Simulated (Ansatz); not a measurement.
## Profile along the Co–Si line in CoSi (FeSi type, space group P2_13)

CoSi (FeSi type, space group P2_13)

Space group P2₁3 (No. 198); a = 4.386 Å, b = 4.386 Å, c = 4.386 Å, α = 90.00°, β = 90.00°, γ = 90.00°

```tsv
atom	site	symmetry	x	y	z
Co	4a	.3.	0.1456	0.1456	0.1456
Si	4a	.3.	0.8433	0.8433	0.8433
```

Fields along a shortest Co–Si line of a {100} plane (2.31 Å), from Co to Si, interpolated on the slice's grid (step about 0.2 Å). Calculation: PBEsol (plane waves to 420 eV, PAW, scalar-relativistic; Ansatz, a first-principles code). k mesh 11×11×11. These are valence fields of a PAW run, semicore shells included where kept as valence: close to a nucleus they are smooth pseudo fields. At this level the bands of CoSi touch or barely overlap. CoSi is run without spin polarisation. CoSi was relaxed with its symmetry unable to fall.

```tsv
distance from Co (Å)	valence electron density (e/Å³)	electron localisation function
0.00	56.64	x
0.23	33.84	x
0.46	9.16	x
0.69	2.09	0.29
0.92	0.70	0.23
1.16	0.48	0.46
1.39	0.48	0.67
1.62	0.44	0.56
1.85	0.27	x
2.08	0.10	x
2.31	0.05	x
```

x: too close to a nucleus for the ELF to mean much.

Density on the Co–Si line (2.31 Å) at its midpoint: 0.48 e/Å³. ELF at that point: 0.5. ELF maximum in the middle third of the Co–Si line: 0.67, 1.4 Å from Co.
